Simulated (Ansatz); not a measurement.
AlNi (CsCl type)

```yaml
crystal:
  lattice:
    - [2.89266, 0.00000, 0.00000]
    - [0.00000, 2.89266, 0.00000]
    - [0.00000, 0.00000, 2.89266]
  atoms:
    - { symbol: Al, position: [0.00000, 0.00000, 0.00000] }
    - { symbol: Ni, position: [0.50000, 0.50000, 0.50000] }
```

The slice is a {100} plane (indices of the conventional cell) through the point (0.000, 0.000, 0.000) (fractional), spanned by u = [100] and v = [010] in vectors of this cell: u (2.89 Å) and v (2.89 Å, at 90° to u). It covers one period; positions are fractions (u, v).

Level of theory: PBE (plane waves to 420 eV, PAW, scalar-relativistic; Ansatz, a program for electronic structure). k mesh 16×16×16. Near the nuclei the fields are pseudised (PAW); where an atom keeps semicore shells as valence, they peak there. AlNi is run without spin polarisation. AlNi was relaxed with its symmetry unable to fall. The PAW data are Ansatz's earlier set.

Three fields on this plane, each scaled to ten steps between its own extremes (0 low, 9 high; the total valence density on a logarithmic scale, the potential cut 8 eV below its top; x marks points blanked near nuclei; v = 0 in the bottom row):

Map A
```
|xxxxxxx8999998xxxxxx|
|xxxxxxx9998999xxxxxx|
|xxxxxxx9988899xxxxxx|
|xxxxxx998767899xxxxx|
|xxxxx99875557899xxxx|
|xxxx9987543457899xxx|
|88999875322235789998|
|99998753211123578999|
|99987542100012457899|
|99886532100012356889|
|99987542100012457899|
|99998753211123578999|
|88999875322235789998|
|xxxx9987543457899xxx|
|xxxxx99875557899xxxx|
|xxxxxx998767899xxxxx|
|xxxxxxx9988899xxxxxx|
|xxxxxxx9998999xxxxxx|
|xxxxxxx8999998xxxxxx|
|xxxxxxx8999998xxxxxx|
```

Map B
```
|xxxxxxx4300034xxxxxx|
|xxxxxxx5310135xxxxxx|
|xxxxxxx6311136xxxxxx|
|xxxxxx875323578xxxxx|
|xxxxx89864346898xxxx|
|xxxx8997654567998xxx|
|24567877656567787654|
|23335666666666665333|
|00113455677765543110|
|00012346678766432100|
|00113455677765543110|
|23335666666666665333|
|24567877656567787654|
|xxxx8997654567998xxx|
|xxxxx89864346898xxxx|
|xxxxxx875323578xxxxx|
|xxxxxxx6311136xxxxxx|
|xxxxxxx5310135xxxxxx|
|xxxxxxx4300034xxxxxx|
|xxxxxxx2200022xxxxxx|
```

Map C
```
|xxxxxxx0477740xxxxxx|
|xxxxxxx1578751xxxxxx|
|xxxxxxx3688863xxxxxx|
|xxxxxx147898741xxxxx|
|xxxxx04689998640xxxx|
|xxxx1467899987641xxx|
|00134678999998764310|
|44567889999999887654|
|67788999999999998877|
|77889999999999999887|
|67788999999999998877|
|44567889999999887654|
|00134678999998764310|
|xxxx1467899987641xxx|
|xxxxx04689998640xxxx|
|xxxxxx147898741xxxxx|
|xxxxxxx3688863xxxxxx|
|xxxxxxx1578751xxxxxx|
|xxxxxxx0477740xxxxxx|
|xxxxxxx0467640xxxxxx|
```

### Question
Assign the maps to these fields: electron localisation function (ELF); valence electron density; electrostatic potential energy of an electron, from the cell's mean.

### Answer
A is the electron localisation function (ELF); B is the valence electron density; C is the electrostatic potential energy of an electron, from the cell's mean.
